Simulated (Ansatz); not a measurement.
# WSe2 (P-6m2), stationary points along a deformation path

Theory: DFT PBEsol+D3(BJ), scalar-relativistic, plane waves, PAW (Ansatz 0.2.0). The runs took a 420 eV cutoff, a Γ-centred 12×12×2 mesh and Gaussian smearing (0.05 eV). Spin–orbit coupling is left out, which matters for the heavy elements here. No spin polarisation. Energies are free energies at this smearing, counted from the undisturbed cell; pressure is positive in compression.

The undisturbed cell (as given, not relaxed at this level; it stands at -1.7 GPa; this form isn't the usual structure):

```yaml
crystal:
  lattice:
    - [3.31794, 0.00000, 0.00000]
    - [-1.65897, 2.87342, 0.00000]
    - [0.00000, 0.00000, 16.65814]
  atoms:
    - { symbol: W, position: [0.00000, 0.00000, 0.00000] }
    - { symbol: Se, position: [0.33333, 0.66667, 0.09979] }
    - { symbol: Se, position: [0.33333, 0.66667, 0.90021] }
```

At fixed volume and fractional coordinates, lengths along (0.000, 0.000, 1.000) are scaled against those across it; ρ is that ratio over its starting value. V = 52.939 Å³/atom. Δσ is the stress along the axis less the mean stress across it (compression positive).

| ρ | ΔE (meV/atom) | Δσ (GPa) | space group |
| --- | --- | --- | --- |
| 0.800 | 356.5 | 12.05 | P-6m2 |
| 0.850 | 209.2 | 9.81 | P-6m2 |
| 0.920 | 70.5 | 5.99 | P-6m2 |
| 0.960 | 24.5 | 3.80 | P-6m2 |
| 1.000 | 0.0 | 1.63 | P-6m2 |
| 1.050 | -3.1 | -1.08 | P-6m2 |
| 1.100 | 21.9 | -3.81 | P-6m2 |
| 1.200 | 146.7 | -9.29 | P-6m2 |
| 1.300 | 356.8 | -14.14 | P-6m2 |

**Question.** How does the stress give the slope of the energy, and where is the energy stationary?

**Answer.** Along the path d ln(length) is 2/3 d ln ρ on the axis and −1/3 d ln ρ across it, so dE/d ln ρ = −(2/3) V Δσ: the energy falls with ρ where Δσ is positive. Δσ vanishes or changes sign between ρ = 1.000 and 1.050, a minimum (near 1.03 by linear interpolation). Pairs of stationary points between two samples would go unseen, and could change a minimum read from distant neighbours into a maximum.

**Question.** Integrate that slope from ρ = 1 to 1.200 by the trapezoid rule.

**Answer.** With V/N in Å³ and 1 eV/Å³ = 160.2 GPa the slopes at ρ = 1.000, 1.050, 1.100, 1.200 are -359, 239, 839, 2047 meV/atom per unit of ln ρ. The steps add (-2.9) + 25.1 + 125.5 = 147.7 meV/atom, against 146.7 from the energies; the trapezoid rule misses the curvature of the slope within each step.

**Question.** Is the start the lowest point of the path?

**Answer.** No: ρ = 1.050 lies 3.1 meV/atom lower, with no sampled rise above the start on the way. Volume and inner coordinates are held, so a relaxed structure there would lie lower still.

Forces appear on the atoms along this scan, and letting them relax would lower the energy and soften the response. The gap closes along the scan, which can put kinks into the curve.